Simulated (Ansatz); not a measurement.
Diamond Ge, relaxed with r2SCAN, was run in the plane-wave code Ansatz under altered settings. All numbers are computed, without spin polarisation but where a row says otherwise.

```yaml
crystal:
  lattice:
    - [0.00000, 2.83687, 2.83687]
    - [2.83687, 0.00000, 2.83687]
    - [2.83687, 2.83687, 0.00000]
  atoms:
    - { symbol: Ge, position: [0.00000, 0.00000, 0.00000] }
    - { symbol: Ge, position: [0.25000, 0.25000, 0.25000] }
```

The base run's other keys:
```yaml
kpoints:
  mp_grid: { grid: [4, 4, 4] }
hamiltonian:
  xc: hse06
scf:
  occupations: { method: fermi_dirac, width: 0.02 }
  n_extra_bands: 4
```

It takes 16 iterations with 893 plane waves at 420 eV and 8 k points, and leaves a mean stress of +0.54 GPa. The gap over this mesh is 0.842 eV. It ran on 4 threads of Arm Neoverse N1, on a shared host.

Outcomes, with energy and stress as changes against the base:
```tsv
setting	outcome	ΔF (meV/atom)	Δ mean stress (GPa)	gap on the mesh (eV)	iterations	wall time
PBE hybrid, exx coeff 0.5, unscreened	converged	–	-2.6	2.957	25	9.2 s
PBE hybrid, exx coeff 0.35, omega 0.5 1/Å	converged	–	+0.6	0.608	19	8.6 s
PBE hybrid, exx coeff 0.4, omega 0.3 1/Å	converged	–	-0.8	1.033	18	8.8 s
scf.exx.ecutfock_ratio: 4	converged	0.0	0.0	0.842	16	7.7 s
hamiltonian.pseudopotentials: nc (cutoff then 1061 eV)	converged	–	-3.3	0.667	18	25 s
```
A dash marks a value that wasn't obtained or can't be compared. Stress is positive in compression. The base took 7.9 s.

- PBE hybrid, exx coeff 0.5, unscreened. That is 50 % exact exchange, at all ranges, against HSE06's 25 % screened at 0.208 1/Å. The mean stress moves by -2.6 GPa and the gap on the mesh by +2.114 eV (to 2.957). Totals of different functionals aren't comparable.
- PBE hybrid, exx coeff 0.35, omega 0.5 1/Å. That is 35 % exact exchange, screened with ω = 0.5 1/Å, against HSE06's 25 % screened at 0.208 1/Å. The mean stress moves by +0.6 GPa and the gap on the mesh by -0.234 eV (to 0.608). Totals of different functionals aren't comparable.
- PBE hybrid, exx coeff 0.4, omega 0.3 1/Å. That is 40 % exact exchange, screened with ω = 0.3 1/Å, against HSE06's 25 % screened at 0.208 1/Å. The mean stress moves by -0.8 GPa and the gap on the mesh by +0.191 eV (to 1.033). Totals of different functionals aren't comparable.
- hamiltonian.pseudopotentials: nc. Another set of potentials replaces the default one; the cutoff becomes 1061 eV and the cell holds 28 electrons (base 28). The mean stress moves by -3.3 GPa and the gap on the mesh by -0.176 eV (to 0.667). Totals and absolute levels hang on the potentials; gap and stress can be compared.

Within 1 meV an atom, 0.1 GPa and 0.005 eV of the base stay: scf.exx.ecutfock_ratio: 4.

The runs are scalar-relativistic, without spin-orbit coupling.

The stress of a hybrid is loosely converged in these runs.

The meshes of the hybrids are coarse, so their gaps aren't converged to the digits shown.
